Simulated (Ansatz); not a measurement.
SiC: pressure against volume

SiC, P6_3mc, a = 3.095 Å, c = 20.242 Å. The compound has several low-lying forms, and this is one of them. Ansatz: PBE, PAW, 420 eV, Γ-centred 12×12×2 mesh on 16 atoms, Gaussian smearing 0.02 eV; no spin polarisation. Shape and atoms are relaxed at each volume; pressure is positive in compression.

```tsv
V (Å³/atom)	P (GPa)
9.237	?
9.552	24.19
9.867	14.93
10.182	6.94
10.497	0.05
10.812	-5.90
11.127	-11.02
11.547	-16.75
```

Problem. Take V0 = 10.497 Å³/atom, count pressures from its P0 = 0.05 GPa, fit the third-order Birch–Murnaghan form to the other rows, and predict the missing pressure.

Solution. With the Eulerian strain f = ½[(V0/V)^(2/3) − 1] and y = (P − P0)/[3f(1 + 2f)^(5/2)], the form is the line y = B0 + 1.5 B0 (B0′ − 4) f. Rows (f, y): 0.03246, 211.8; 0.02106, 212.4; 0.01026, 212.8; -0.00976, 213.5; -0.01906, 213.4; -0.03079, 213.2. Means f = 0.0006950, y = 212.85; Σ(Δf)² = 0.003006, ΣΔfΔy = -0.07168; the slope is their ratio. y = 212.9 − 23.84 f GPa, so B0 = 212.9 GPa and B0′ = 4 + 2 × (-23.84)/(3 × 212.9) = 3.93. At V = 9.237, f = 0.04449, y = 211.84 and P = 35.04 GPa. The run gave 34.94 GPa, so the fit is 0.10 GPa too high, a small miss on the scale of the series.

Cost: 8 runs of about 27 core-minutes in all, on AMD EPYC (Zen 3) (shared hosts).